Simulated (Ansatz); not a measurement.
This cell of CdS (zinc blende) is off equilibrium:

```
CELL_PARAMETERS angstrom
      0.00000     5.92662     5.92662
      2.96331     2.96331     5.92662
      2.96331     2.96331     0.00000
ATOMIC_POSITIONS crystal
  S  0.01012 0.73988 0.76012
  S  0.48988 0.76012 0.73988
  Cd 0.00188 0.99812 0.99812
  Cd 0.49812 0.00188 0.00188
```

Level of theory: PBE (plane waves to 420 eV, PAW, scalar-relativistic; Ansatz, a first-principles code). k mesh 10×10×10 (Γ-centred), Fermi-Dirac smearing 0.05 eV. Compression counts positive. CdS was relaxed with its symmetry unable to fall.

Q: What forces act on the atoms (eV/Å, Cartesian)?

A: 
```tsv
atom	Fx	Fy	Fz
S1	0.000	-0.463	0.000
S2	0.000	0.463	0.000
Cd3	0.302	0.000	0.000
Cd4	-0.302	0.000	0.000
```

(For displaced atoms, the force is minus the slope of the energy, and its curvature is a force constant, which sets phonon frequencies.)
